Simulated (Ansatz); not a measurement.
Here is the system:

Co$_{2}$C:
```xyz
6
Lattice="4.2547 0.0000 0.0000 0.0000 4.2769 0.0000 0.0000 0.0000 2.8198" Properties=species:S:1:pos:R:3 pbc="T T T"
Co     2.7456     3.1869     0.0000
Co     1.5091     1.0901     0.0000
Co     3.6364     1.0484     1.4099
Co     0.6183     3.2285     1.4099
C      0.0000     0.0000     0.0000
C      2.1274     2.1385     1.4099
```

This is the LDA-relaxed structure.

**Question.** All from LDA in the plane-wave PAW code Ansatz, unless another level is named. Predict the electronic character.

**Answer.** metallic (no gap).

**Question.** Predict the formation energy from the elements (no fitted shifts).

**Answer.** -2.4 kJ/mol-atom.

**Question.** Next, the density of states at the Fermi level?

**Answer.** 0.83 states/eV per atom (mean over ±0.08 eV).

Space group Pnnm. The workflow started from a Materials Project entry (that database holds measured and hypothetical structures alike); the Crystallography Open Database files this formula in space group No. 58, but the cells were not matched. Whether it is the stable phase at ambient conditions was not checked. Symmetry was held in the LDA relaxation; whether a distortion lowers the energy is not shown. No spin polarisation was allowed. The references are the lowest solids computed at this level, not always the standard phases.

Potentials: the later of the program's two PAW sets.
